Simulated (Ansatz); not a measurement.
What DFT gives for CsCoSi3

```xyz
10
Lattice="6.6024 0.0000 0.0000 -3.3012 5.7178 0.0000 0.0000 0.0000 5.5294" Properties=species:S:1:pos:R:3 pbc="T T T"
Cs   -0.0003    3.8121    4.1471
Cs    3.3009    1.9058    1.3824
Co    0.0000    0.0000    0.0000
Co    0.0000    0.0000    2.7647
Si   -1.7711    4.8344    1.3824
Si    1.5301    0.8834    4.1471
Si    0.0000    1.7668    1.3824
Si    5.0723    0.8834    4.1471
Si    1.7711    4.8344    1.3824
Si    3.3012    3.9510    4.1471
```

Method: PBEsol, no spin polarisation; PAW, plane waves to 420 eV, 6×6×6 Γ-centred mesh, fermi-dirac occupations (width 0.0729 eV) (Ansatz 0.2.0), atoms fixed.

Problem. Which element gives electrons and which takes them?

Solution. Bader charges in e: Cs +0.52, Co -1.08, Si +0.19. In the mean Cs gives up most and Co takes most.

Problem. Is there a gap?

Solution. It is a metal, with about 7.3 states/eV a cell as the mean within 0.25 eV of the Fermi level, mostly Si p (49 %) and Co d (38 %).

Problem. What does the stress say?

Solution. The pressure is 1.2 GPa (compression positive), so with the atoms held at these fractions the cell would first expand. The principal stresses -1.7, 2.7, 2.7 GPa differ, so its shape would change too.

Problem. Which atom feels the largest force, and which way?

Solution. The largest is on Si6 (and as large on other atoms): 0.45 eV/Å, components (0.39, 0.23, 0.00). It makes 142° with the line to a nearest neighbour, Co3 at 2.24 Å, pointing away from it.

Origin: a known structure type with other elements, at an estimated volume, so it need not be a known compound. Caveats: no spin polarisation, so a magnetic state may lie lower.
